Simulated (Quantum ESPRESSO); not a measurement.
pw.x input (Quantum ESPRESSO 7.5; PBE, PseudoDojo standard norm-conserving files, scalar-relativistic):

```
&CONTROL
  calculation = 'scf'
  pseudo_dir = './pseudo'
  outdir = './out'
  tprnfor = .true.
  tstress = .true.
/
&SYSTEM
  ibrav = 0
  nat = 4
  ntyp = 2
  ecutwfc = 84.0
  ecutrho = 336.0
  occupations = 'smearing'
  smearing = 'fd'
  degauss = 0.002
  nbnd = 31
/
&ELECTRONS
  conv_thr = 4e-10
/
ATOMIC_SPECIES
O 15.9990 O.upf
Zn 65.3800 Zn.upf
CELL_PARAMETERS angstrom
  3.237349852000   0.000000000000   0.000000000000
 -1.618674926000   2.803627213000   0.000000000000
  0.000000000000   0.000000000000   5.222060000000
ATOMIC_POSITIONS crystal
O   0.666666667000   0.333333333000   0.879720000000
O   0.333333333000   0.666666667000   0.379720000000
Zn   0.666666667000   0.333333333000   0.500590000000
Zn   0.333333333000   0.666666667000   0.000590000000
K_POINTS automatic
9 9 6 0 0 0
```

End of the output:

```

[...]
     the Fermi energy is    10.2147 ev
!    total energy              =    -902.42047028 Ry
     estimated scf accuracy    <          1.1E-11 Ry
     smearing contrib. (-TS)   =      -0.00000000 Ry
     internal energy E=F+TS    =    -902.42047028 Ry
     The total energy is F=E-TS. E is the sum of the following terms:
     one-electron contribution =    -613.36442124 Ry
     hartree contribution      =     325.94121974 Ry
     xc contribution           =    -106.82659917 Ry
     ewald contribution        =    -508.17066960 Ry
     convergence has been achieved in  10 iterations
     Forces acting on atoms (cartesian axes, Ry/au):
     atom    1 type  1   force =     0.00000000    0.00000000    0.00014653
     atom    2 type  1   force =    -0.00000000   -0.00000000    0.00014653
     atom    3 type  2   force =     0.00000000    0.00000000   -0.00014653
     atom    4 type  2   force =     0.00000000    0.00000000   -0.00014653
     Total force =     0.000293     Total SCF correction =     0.000019
     Computing stress (Cartesian axis) and pressure
          total   stress  (Ry/bohr**3)                   (kbar)     P=       49.94
   0.00033873   0.00000000  -0.00000000           49.83        0.00       -0.00
   0.00000000   0.00033873  -0.00000000            0.00       49.83       -0.00
   0.00000000   0.00000000   0.00034109            0.00        0.00       50.18
```
In a gapped system the printed Fermi energy is only some level inside the gap.

Geometry of the Materials Project entry, not relaxed at this level.
